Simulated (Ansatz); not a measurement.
Nb:
```yaml
crystal:
  lattice:
    - [-1.65107, 1.65107, 1.65107]
    - [1.65107, -1.65107, 1.65107]
    - [1.65107, 1.65107, -1.65107]
  atoms:
    - { symbol: Nb, position: [0.00000, 0.00000, 0.00000] }
```

Relaxed with r²SCAN. Special points in fractions of this cell's reciprocal vectors: Γ (0.000, 0.000, 0.000); H (0.500, -0.500, 0.500); N (0.000, 0.000, 0.500); P (0.250, 0.250, 0.250).

### Question
List the band energies nearest the Fermi level at these points for r²SCAN with spin–orbit coupling in the plane-wave PAW code Ansatz.

### Answer
In eV from the Fermi level; about four levels below and three above (degenerate sets whole), none deeper than 8.9 eV; points with the same levels are listed once.

| k | below | above |
|---|---|---|
| Γ | -6.26 -6.26 | 0.41 0.41 0.41 0.41 |
| H | -3.89 -3.89 -3.89 -3.89 | 5.82 5.82 5.82 5.82 |
| N | -3.90 -3.90 -1.71 -1.71 | 2.26 2.26 3.59 3.59 |
| P | -1.13 -1.13 -1.13 -1.13 | 4.46 4.46 4.46 4.46 |

Space group Im-3m (bcc (W type)). The r²SCAN relaxation kept the symmetry of its start. The run is not spin-polarised.

Potentials: the later of the program's two PAW sets.
